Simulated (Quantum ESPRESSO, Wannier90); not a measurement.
## Wannierisation of Mg2Sn (Fm-3m)

Structure: Materials Project mp-2343, symmetrised, not relaxed again. COD (Crystallography Open Database) has the formula in 2 space groups, this one among them (matched by group alone). Level: PBEsol, no spin polarisation, no spin-orbit coupling; pw.x of Quantum ESPRESSO at 68 Ry with PseudoDojo potentials, 8×8×8 k-points, Wannier90. Density: 12×12×12 mesh, Gaussian smearing 0.01 Ry. Spin-orbit coupling is left out although heavy elements are present.

```
begin unit_cell_cart
ang
    0.0000000000    3.3801550000    3.3801550000
    3.3801550000    0.0000000000    3.3801550000
    3.3801550000    3.3801550000    0.0000000000
end unit_cell_cart
mp_grid = 8 8 8
```

Question: Which shells of neighbouring k-points and which b-vectors and weights does Wannier90 pick for this cell and mesh?

Answer: 
```
 *---------------------------------- K-MESH ----------------------------------*
 +----------------------------------------------------------------------------+
 |                    Distance to Nearest-Neighbour Shells                    |
 |                    ------------------------------------                    |
 |          Shell             Distance (Ang^-1)          Multiplicity         |
 |          -----             -----------------          ------------         |
 |             1                   0.201226                      8            |
 |             2                   0.232356                      6            |
 |             3                   0.328601                     12            |
 |             4                   0.385318                     24            |
 |             5                   0.402452                      8            |
 |             6                   0.464711                      6            |
 |             7                   0.506407                     24            |
 |             8                   0.519563                     24            |
       ... (lines left out)
 +----------------------------------------------------------------------------+
 | The b-vectors are chosen automatically                                     |
 | The following shells are used:                       1                     |
 +----------------------------------------------------------------------------+
 |                        Shell   # Nearest-Neighbours                        |
 |                        -----   --------------------                        |
 |                          1               8                                 |
 +----------------------------------------------------------------------------+
 | Completeness relation is fully satisfied [Eq. (B1), PRB 56, 12847 (1997)]  |
 +----------------------------------------------------------------------------+
 |                  b_k Vectors (Ang^-1) and Weights (Ang^2)                  |
 |                  ----------------------------------------                  |
 |            No.         b_k(x)      b_k(y)      b_k(z)        w_b           |
 |            ---        --------------------------------     --------        |
 |             1         0.116178    0.116178   -0.116178     9.261119        |
 |             2         0.116178   -0.116178    0.116178     9.261119        |
 |             3        -0.116178    0.116178    0.116178     9.261119        |
 |             4         0.116178    0.116178    0.116178     9.261119        |
 |             5        -0.116178   -0.116178    0.116178     9.261119        |
 |             6        -0.116178    0.116178   -0.116178     9.261119        |
 |             7         0.116178   -0.116178   -0.116178     9.261119        |
 |             8        -0.116178   -0.116178   -0.116178     9.261119        |
```
